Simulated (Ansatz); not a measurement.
A geometry of Al$_{2}$O$_{3}$ away from equilibrium: step 3 of the relaxation of a generated trial cell of Al2O3 in the AFLOW prototype A2B3_tP10_127_g_ah (D5_a). Level of theory: PBE (plane waves to 420 eV, PAW, scalar-relativistic; Ansatz, a quantum-chemistry and plane-wave program). Γ-centred k-mesh 4×4×8 on the run's cell (coarser than for final values), Fermi–Dirac smearing 0.05 eV. The plane waves were selected for a different cell earlier on the path.

```xyz
10
Lattice="5.3988 0.0000 0.0000 0.0000 5.3988 0.0000 0.0000 0.0000 2.7934" Properties=species:S:1:pos:R:3 pbc="T T T"
O      0.0000     0.0000     0.0000
O      2.6994     2.6994     0.0000
O      0.7305     3.4299     1.3967
O      3.4299     4.6683     1.3967
O      1.9689     0.7305     1.3967
O      4.6683     1.9689     1.3967
Al     1.8494     4.5488     0.0000
Al     4.5488     3.5494     0.0000
Al     0.8500     1.8494     0.0000
Al     3.5494     0.8500     0.0000
```

Question: Give the Cartesian forces on all atoms (eV/Å).

Answer: 
```csv
atom,Fx,Fy,Fz
O1,0.00,0.00,0.00
O2,0.00,0.00,0.00
O3,1.56,1.56,0.00
O4,1.56,-1.56,0.00
O5,-1.56,1.56,0.00
O6,-1.56,-1.56,0.00
Al7,-2.51,-2.51,0.00
Al8,-2.51,2.51,0.00
Al9,2.51,-2.51,0.00
Al10,2.51,2.51,0.00
```

The path ends in P4/mbm (No. 127). No spin polarisation in the result.

The run could not lose the symmetry of its start, so the end can be a saddle point.

The end of the path is a generated cell of Al2O3: the first start was made by placing the elements on the sites of a structure type, and the end was not matched to a known phase here, so it may be hypothetical. Known forms of Al2O3 include space group No. 167.
